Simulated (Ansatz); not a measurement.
Data:

BN:
```xyz
6
Lattice="2.5952 0.0000 0.0000 -1.2976 2.2475 0.0000 0.0000 0.0000 5.7989" Properties=species:S:1:pos:R:3 pbc="T T T"
B      1.2976     0.0000     2.8994
B     -0.6488     1.1237     0.9665
B      0.6488     1.1237     4.8324
N      1.2976     0.0000     0.0000
N     -0.6488     1.1237     3.8659
N      0.6488     1.1237     1.9330
```

This is the PBE+D3(BJ)-relaxed structure. Cartesian axes are those of the cell as given.

Problem. All from plane-wave PAW PBE+D3(BJ) (Ansatz code), unless another level is named. Predict the Poisson's ratio.

Solution. 0.14.

Problem. Give the elastic constants (relaxed ions, GPa).

Solution. C11 = 879, C12 = 154, C13 = 98.4, C33 = 1000, C44 = 339.

Problem. Give the piezoelectric stress constants (proper, relaxed ions, C/m²).

Solution. e14 = 0.04, e25 = -0.04.

Space group P6_222. The cell is a constructed one: a structure type filled with these elements; neither database checked (COD, Materials Project) lists it. It is not the phase usual at ambient conditions (space group No. 186, 194, 216). The PBE+D3(BJ) relaxation kept the symmetry of its start; phonons on a q-mesh show no instability.

Potentials: the later of the program's two PAW sets.
